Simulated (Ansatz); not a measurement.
Notes on ScMn4Al8

```xyz
13
Lattice="0.0000 0.0000 5.0391 4.3661 -4.3661 2.5195 4.3661 4.3661 -2.5195" Properties=species:S:1:pos:R:3 pbc="T T T"
Sc    0.0000    0.0000    0.0000
Mn    2.1830    2.1830    1.2598
Mn    2.1830   -2.1830    3.7793
Mn    2.1830    2.1830   -1.2598
Mn    2.1830   -2.1830    1.2598
Al    6.8198    0.0000    2.5195
Al    4.3661    2.4537    0.0000
Al    1.9123    0.0000    2.5195
Al    4.3661   -2.4537    5.0391
Al    2.9497    0.0000    0.0000
Al    4.3661   -1.4163    2.5195
Al    5.7824    0.0000    0.0000
Al    4.3661    1.4163    2.5195
```

Level: r2SCAN, no spin polarisation; 500 eV; 8×8×8 Γ-centred mesh; fermi-dirac occupations (width 0.1 eV); Ansatz 0.2.0, fixed geometry.

**Stress.** The pressure is -7.2 GPa (compression positive), so with the atoms held at these fractions the cell would first shrink. The principal stresses -11.2, -5.2, -5.2 GPa differ, so its shape would change too.
**Charges.** Bader charges in e: Sc +1.54, Mn -1.92, Al +0.60 to +0.93. In the mean Sc gives up most and Mn takes most.
**Electronic structure.** It is a metal, with about 7.7 states/eV a cell as the mean within 0.25 eV of the Fermi level, mostly Mn d (69 %) and Al p (17 %).
**Contacts.** Mn–Mn at 2.52 Å: least valence density 0.38 e/Å³ and ELF 0.34 there. Both are smooth PAW fields, read partly inside the augmentation spheres.
**Forces.** The largest is on Al10 (and as large on other atoms): 0.17 eV/Å, components (-0.17, 0.00, 0.00). It makes 73° with the line to a nearest neighbour, Mn2 at 2.63 Å.

Origin: a database entry at a rescaled volume. Caveats: no spin polarisation, so a magnetic state may lie lower.
